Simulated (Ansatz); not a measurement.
Input file for Ansatz (a quantum-chemistry and plane-wave program):

Ansatz 0.2 input:
```yaml
crystal:
  lattice:
    - [3.5507976434, 0.0, 0.0]
    - [-1.7753988217, 3.0750809629, 0.0]
    - [0.0, 0.0, 5.2026971544]
  atoms:
    - { symbol: Pt, position: [0.0, 0.0, 0.0] }
    - { symbol: S, position: [0.3333333333, 0.6666666667, 0.2355778552] }
    - { symbol: S, position: [0.6666666667, 0.3333333333, 0.7644221448] }
kpoints:
  mp_grid: { grid: [9, 9, 6] }
hamiltonian:
  xc: r2scan
  dispersion: d4
  pseudopotentials: { kind: paw }
scf:
  occupations: { method: fixed }
checkpoint: { read: static.run }
output: { bader: true, populations: true }
```

Output (shortened):

```
Pseudopotential: Pt, paw, valence charge 18
Pseudopotential: S, paw, valence charge 6
Functional definition: r2SCAN
Crystal: 3 atoms, lattice volume = 56.808 Å³
Basis set: ecut = 500 eV, 1483 PW (Γ), exchange–correlation on 108×108×160 points (64 copies of the dense FFT grid, shifted against one another)
Bands: 19, of which v1, the nominal top of the filled ones, is band 15 counted from 1 (14 counted from 0)
Symmetry: 12 space group operations
Space group: P-3m1 (ITA 164), of the structure as read, at distance tolerance 3.8e-5 Å
k-points: 62 of 486
Stability of the state it starts from, as read at its close in the unpolarized treatment …
iter 1 solved again at ethr=1.20e-7 eV; its pass at ethr=3.10e-3 eV (dr2=3.61e-5 eV) is discarded
SCF iter   1: F=—  HF=-14350.221020 eV  |F-HF|=—  |Δ(HF+E_count)|=         —  Δρ=6.37e-7  dr2=2.54e-10  dr2_τ=2.09e-11  ethr=1.20e-7  ⟨swp⟩=3.6  Hψ=8574  notcnv=0  defer=124
preconditioner: auto → Resta (q_TF=auto, 2.453 Å⁻¹)
SCF iter   2: F=-14350.221020 eV  HF=-14350.221020 eV  |F-HF|=2.18e-11  |Δ(HF+E_count)|=   1.41e-8  Δρ=2.84e-7  dr2=3.70e-11  dr2_τ=1.93e-11  ethr=1.00e-12  ⟨swp⟩=8.4  Hψ=6069  notcnv=0
SCF 1 converged in 2 iterations: F = -14350.221020 eV  dr2 = 3.70e-11
SCF converged after 2 iterations
Free energy (F): -14350.221020 eV
Harris-Foulkes:  -14350.221020 eV  (|F-HF|=2.18e-11)
Internal energy: -14350.221020 eV  (E = F + TS)
E sigma→0 (E₀):  -14350.221020 eV
Fermi energy:    10.013582 eV
--- Per-component energies (eV) ---
  E_band       = -358.109906
  E_kinetic    = 849.588279
  E_local      = -3178.932495  (includes V_loc(G=0)·N_el)
  E_nonlocal   = 256.704218
  E_hartree    = 1258.674487
  E_xc         = -433.450864
  E_vxc        = -526.500922  (∫ρ·V_xc dr)
  E_paw        = -10697.898697  (= ΣΔE_a)
  E_vpaw       = -306.777099  (= ΣTr[D̂ρ^β])
  E_aug_tail   = 0.000161  (compensation charges beyond the density's cutoff)
  E_vtau       = 30.458857  (kinetic-family band-sum trace: ∫τ·v_τ [+ j·A + Jᵃ·Aᵃ] dr)
  E_ewald      = -2403.989462
  E_disp       = -0.465620  (pairwise vdW)
  E_core_change = -0.451028  (= ΣΔE_core)
  E_smearing   =  0.000000  (= −TS)
  E_closure    =  0.000000  (closes the sum)
  Σ components = -14350.221020   (vs F -14350.221020, Δ=0.00e0)
  [band-id]    e_kinetic+e_local+e_nonlocal+2·e_hartree+e_vxc+e_vpaw+e_augmentation_tail+e_vtau = -358.110027   (vs E_band -358.109906, Δ=-1.20e-4)
--- Band table (eV; the first three rows and the last of 62) ---
  k-point 0: bands = ["-91.3920", "-44.9993", "-44.9993", "-44.9024", "-5.6221", "-2.7703", "3.1444", "3.4197", "3.4197", "6.2010", "6.2010", "8.0537", "9.0382", "9.0382", "10.0136", "12.4778", "12.4778", "15.4113", "16.1321"]
  k-point 1: bands = ["-91.3920", "-44.9993", "-44.9993", "-44.9024", "-5.5554", "-2.9374", "3.4173", "3.4250", "3.4250", "6.1964", "6.1964", "7.9906", "8.9859", "8.9859", "9.7087", "12.5902", "12.5902", "15.5169", "16.5648"]
  k-point 2: bands = ["-91.3920", "-44.9993", "-44.9993", "-44.9024", "-5.4002", "-3.2758", "3.4357", "3.4357", "4.0180", "6.1874", "6.1874", "7.7531", "8.8865", "8.8865", "9.1919", "12.8197", "12.8197", "15.8646", "17.3432"]
  k-point 61: bands = ["-91.3915", "-45.0160", "-45.0160", "-44.8988", "-3.4521", "-3.4521", "3.7388", "3.7388", "3.8049", "5.7438", "5.7438", "6.4470", "6.6112", "8.1780", "8.1780", "12.3352", "12.3352", "17.5251", "18.4980"]
--- Löwdin populations: 3 sites ---
  site symbol       q [e]
     0     Pt     17.3014
     1      S      6.2348
     2      S      6.2348
  spilling = 0.007633 (of n_electrons = 30.000000)
--- Bader charges: 3 sites ---
  site symbol  charge [e]  shift [e]
     0     Pt      0.5305     0.0123
     1      S     -0.2652     0.0061
     2      S     -0.2652     0.0061
  shift: an alarm, by how much a part of what the PAW files miss would move the charge. Where it is large, compare
  with a run on PAW files of another source; a small one proves nothing
  estimated error of the sums over rays = 2.7e-4 e
```

Cost: around 50 core-seconds (rough) on shared cores.

The cell was relaxed with r²SCAN+D4 under the symmetry of its start; phonons on a q-mesh show no instability. No spin polarisation was allowed. Spin–orbit coupling is left out wherever it is not named.

Potentials: the later of the program's two PAW sets.

Ansatz is a plane-wave DFT program.
